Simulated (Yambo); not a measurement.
```xyz
5
Lattice="4.5205 0.0000 0.0000 0.0000 4.5205 0.0000 0.0000 0.0000 4.5205" Properties=species:S:1:pos:R:3 pbc="T T T"
F      0.0000     2.2603     2.2603
F      2.2603     0.0000     2.2603
F      2.2603     2.2603     0.0000
Ca     2.2603     2.2603     2.2603
Cs     0.0000     0.0000     0.0000
```

The geometry is that of Materials Project entry mp-7104, symmetrised and not relaxed again.

### Question
Where are the main features of Im ε from RPA with local fields on PBEsol bands shifted by a G0W0 scissor of 3.28 eV (Yambo; 4×4×4 mesh, 148 bands, 3 Ry local-field block, 0.2 eV broadening; field along x)?

### Answer
Peaks at 12.5 eV (3.7), 15.2 eV (2.0), 17.6 eV (1.3), heights in brackets. Structure narrower than a few tenths of an eV can come from the finite k mesh. Convergence of the RPA response with its 4×4×4 mesh was not tested. The scissor comes from a G0W0 run whose convergence isn't established. No excitonic effects at this level. The cell is held in this high symmetry; tilts and polar distortions were not searched.

The structure is a Materials Project entry; no match was found in the copy of COD used, and its stability was not checked.
